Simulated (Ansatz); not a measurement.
InP:
```cif
data_In4P4
_chemical_formula_sum 'In4 P4'
_space_group_name_H-M_alt 'F-43m'
_space_group_IT_number 216
_space_group_name_Hall 'F -4 2 3'
_cell_length_a 5.82641
_cell_length_b 5.82641
_cell_length_c 5.82641
_cell_angle_alpha 90.000
_cell_angle_beta 90.000
_cell_angle_gamma 90.000
loop_
_atom_site_label
_atom_site_type_symbol
_atom_site_symmetry_multiplicity
_atom_site_Wyckoff_symbol
_atom_site_fract_x
_atom_site_fract_y
_atom_site_fract_z
_atom_site_occupancy
In1 In 4 a 0.00000 0.00000 0.00000 1
P1 P 4 c 0.25000 0.25000 0.25000 1
```
(The calculation used a cell of 2 atoms; values per cell refer to that cell.)

Relaxed with LDA.

Task: Decompose the optical modes at the zone centre into irreducible representations, and say which are infrared and Raman allowed.

Result: Point group -43m: Γ_opt = T2. Infrared: T2. Raman: T2.

Task: Assign frequencies (DFPT, LDA in the plane-wave PAW code Ansatz; without the LO–TO term).

Result: T2 304 cm⁻¹.

The LDA relaxation kept the symmetry of its start; of distortions, only those at the zone centre were tested.

Potentials: the earlier of the program's two PAW sets.
